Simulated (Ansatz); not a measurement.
SrHfO3 (cubic perovskite)

```
SrHfO3
1.0
    4.06824     0.00000     0.00000
    0.00000     4.06824     0.00000
    0.00000     0.00000     4.06824
Sr Hf O
1 1 3
Cartesian
  2.03412   2.03412   2.03412
  0.00000   0.00000   0.00000
  0.00000   2.03412   0.00000
  2.03412   0.00000   0.00000
  0.00000   0.00000   2.03412
```

The slice is a {100} plane (indices of the conventional cell) through the point (0.000, 0.000, 0.000) (fractional), spanned by u = [100] and v = [010] in vectors of this cell: u (4.07 Å) and v (4.07 Å, at 90° to u). It covers one period; positions are fractions (u, v).

These are LDA (plane waves to 420 eV, PAW, scalar-relativistic; Ansatz, a program for electronic structure) values and carry that method's errors. k mesh 8×8×8. These are valence fields of a PAW run, semicore shells included where kept as valence: close to a nucleus they are smooth pseudo fields. Spin-orbit coupling is left out, though Hf is heavy. SrHfO3 is run without spin polarisation. SrHfO3 was relaxed with its symmetry unable to fall.

Three fields on this plane, each scaled to ten steps between its own extremes (0 low, 9 high; the total valence density on a logarithmic scale, the potential cut 8 eV below its top; x marks points blanked near nuclei; v = 0 in the bottom row):

Map A
```
|xxxxx0xxxxxxxxx0xxxx|
|xxxx001xxxxxxx100xxx|
|xxxx004xxxxxxx400xxx|
|xx0003678xxx8763000x|
|00003579999999753000|
|xx14679999999997641x|
|xxxx7999999999997xxx|
|xxxx8999999999998xxx|
|xxxxx99998889999xxxx|
|xxxxx99998889999xxxx|
|xxxxx99998889999xxxx|
|xxxx8999999999998xxx|
|xxxx7999999999997xxx|
|xx14679999999997641x|
|00003579999999753000|
|xx0003678xxx8763000x|
|xxxx004xxxxxxx400xxx|
|xxxx001xxxxxxx100xxx|
|xxxxx0xxxxxxxxx0xxxx|
|xxxxx0xxxxxxxxx0xxxx|
```

Map B
```
|xxxxx2xxxxxxxxx2xxxx|
|xxxx416xxxxxxx614xxx|
|xxxx215xxxxxxx512xxx|
|xx4211379xxx9731124x|
|22111013688863101112|
|xx65310124442101356x|
|xxxx7310011100137xxx|
|xxxx9620000000269xxx|
|xxxxx84100000148xxxx|
|xxxxx84100000148xxxx|
|xxxxx84100000148xxxx|
|xxxx9620000000269xxx|
|xxxx7310011100137xxx|
|xx65310124442101356x|
|22111013688863101112|
|xx4211379xxx9731124x|
|xxxx215xxxxxxx512xxx|
|xxxx416xxxxxxx614xxx|
|xxxxx2xxxxxxxxx2xxxx|
|xxxxx2xxxxxxxxx2xxxx|
```

Map C
```
|xxxxx8xxxxxxxxx8xxxx|
|xxxx978xxxxxxx879xxx|
|xxxx866xxxxxxx668xxx|
|xx9865567xxx7655689x|
|98765444556554445678|
|xx86543333433334568x|
|xxxx6432222222346xxx|
|xxxx7532111112357xxx|
|xxxxx53210001235xxxx|
|xxxxx64210001246xxxx|
|xxxxx53210001235xxxx|
|xxxx7532111112357xxx|
|xxxx6432222222346xxx|
|xx86543333433334568x|
|98765444556554445678|
|xx9865567xxx7655689x|
|xxxx866xxxxxxx668xxx|
|xxxx978xxxxxxx879xxx|
|xxxxx8xxxxxxxxx8xxxx|
|xxxxx9xxxxxxxxx9xxxx|
```

### Question
Assign the maps to these fields: electron localisation function (ELF); valence electron density; electrostatic potential energy of an electron, from the cell's mean.

### Answer
A is the electrostatic potential energy of an electron, from the cell's mean; B is the electron localisation function (ELF); C is the valence electron density.
